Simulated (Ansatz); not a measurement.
GaN (rock salt, space group No. 225) under volume change, LDA in the plane-wave PAW code Ansatz, scaled uniformly.

```tsv
V (Å³/atom)	E − E(relaxed) (meV/atom)	P (GPa)
8.314	[?]	[?]
8.588	28.8	17.79
8.862	[?]	[?]
9.136	0.0	0.00
9.411	6.0	-6.90
9.685	23.0	-12.71
9.959	49.0	-17.62
```

Question: What belongs in the gaps?

Answer: 
- 8.862, E − E(relaxed) (meV/atom): 6.8
- 8.862, P (GPa): 8.16
- 8.314, E − E(relaxed) (meV/atom): 68.6
- 8.314, P (GPa): 29.17

Question: What does a third-order Birch–Murnaghan fit give for V₀, B₀ and B′?

Answer: V₀ = 9.14 Å³/atom, B₀ = 249 GPa, B′ = 4.6.

Space group Fm-3m (rock salt). This is a known high-pressure phase of the composition, computed here at zero pressure and temperature. The cell was relaxed with LDA under the symmetry of its start; phonons on a q-mesh show no instability. Spin–orbit coupling is left out wherever it is not named.

Potentials: the earlier of the program's two PAW sets.
